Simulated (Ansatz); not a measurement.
The elements of this relaxed trial crystal are hidden behind letters.

```
lattice vectors (Å)
   3.4597    0.0000    0.0000
   0.0000    3.4597    0.0000
   0.0000    0.0000    6.3311
fractional positions
X 0.5000 0.5000 0.5000
Z 0.0000 0.0000 0.0000
Q 0.5000 0.0000 0.2059
Q 0.0000 0.5000 0.7941
Q 0.5000 0.0000 0.7941
Q 0.0000 0.5000 0.2059
```

Theory: Ansatz, DFT PBE, scalar-relativistic, plane waves, PAW. Plane waves to 420 eV, a 12×12×6 mesh through Γ for the 6-atom cell and 0.10 eV Gaussian smearing; no spin polarisation.

- Space group: P4/mmm (No. 123)
- Conventional cell: a = 3.460 Å, c = 6.331 Å
- Volume per atom: 12.63 Å³
- Density: 4.65 g/cm³
- Formation energy: −2.87 eV/atom
- Gap on the 12×12×6 mesh of the 6-atom cell: 0 eV (a metal)

Energies are uncorrected and count from the elements' standard states at the same level.

Q: X is a d-block element of period 5, Z is a d-block element of period 4 and Q is a p-block element of period 2. Which elements are they?

A: X = Zr, Z = Sc, Q = F, so the formula is ZrScF4. Density times volume gives a mean mass of 4.65 × 12.63/1.6605 = 35.4 u per atom, and this set has 35.4 u. Zr has 8 F at 2.54 Å; Sc has 8 F at 2.17 Å; around F lie 2 Sc at 2.17 Å, 4 F at 2.45 Å, 2 Zr at 2.54 Å and 1 F at 2.61 Å. Other sets within the hints have nearly the same mass, so mass alone doesn't settle it; this one was computed.

An odd number of electrons in the primitive cell allows no gap without spin; a larger cell or a magnetic state could open one. The cell is a metal run without spin; a magnetic state may lie lower. Symmetry constrained the relaxation, so the result can be a saddle point.
